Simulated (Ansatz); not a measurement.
Frames from the relaxation of a relaxed Ta cell, doubled along one cell vector, shaken by Gaussian noise of σ = 0.08 Å a coordinate, as extended XYZ (Å, eV, eV/Å, GPa with compression positive). These are PBE (plane waves to 420 eV, PAW, scalar-relativistic; Ansatz, an electronic-structure program) values and carry that method's errors. Γ-centred k-mesh 14×14×7 on the run's cell (coarser than for final values), Fermi–Dirac smearing 0.05 eV.

```xyz
2
Lattice="-1.6599 1.6599 1.6599 1.6599 -1.6599 1.6599 3.3197 3.3197 -3.3197" Properties=species:S:1:pos:R:3:forces:R:3 pbc="T T T" step=1 free_energy=-19866.368 pressure=1.0 accepted=T
Ta     0.0498    -0.0925    -0.0564    0.4725    0.4853    1.1049
Ta     1.7700     1.6334    -1.5587   -0.4725   -0.4853   -1.1049
2
Lattice="-1.6708 1.6554 1.6516 1.6555 -1.6712 1.6521 3.3082 3.3091 -3.3348" Properties=species:S:1:pos:R:3:forces:R:3 pbc="T T T" step=2 free_energy=-19866.317 pressure=3.1 accepted=F
Ta     0.0973    -0.0418     0.1244   -0.3617   -0.3633   -1.3787
Ta     1.7167     1.5768    -1.7474    0.3617    0.3633    1.3787
2
Lattice="-1.6617 1.6658 1.6574 1.6660 -1.6619 1.6579 3.3328 3.3333 -3.3071" Properties=species:S:1:pos:R:3:forces:R:3 pbc="T T T" step=3 free_energy=-19866.483 pressure=-1.3 accepted=T
Ta     0.0728    -0.0671     0.0271    0.0993    0.1003   -0.0701
Ta     1.7541     1.6147    -1.6358   -0.0993   -0.1003    0.0701
```

The path has 6 moves and ends in Im-3m (No. 229) (bcc (W type)), 0.06 eV/atom below its start. Free energies are of the whole cell and compare only within this code, potentials and settings.  No spin polarisation in the result.

The run could not lose the symmetry of its start.
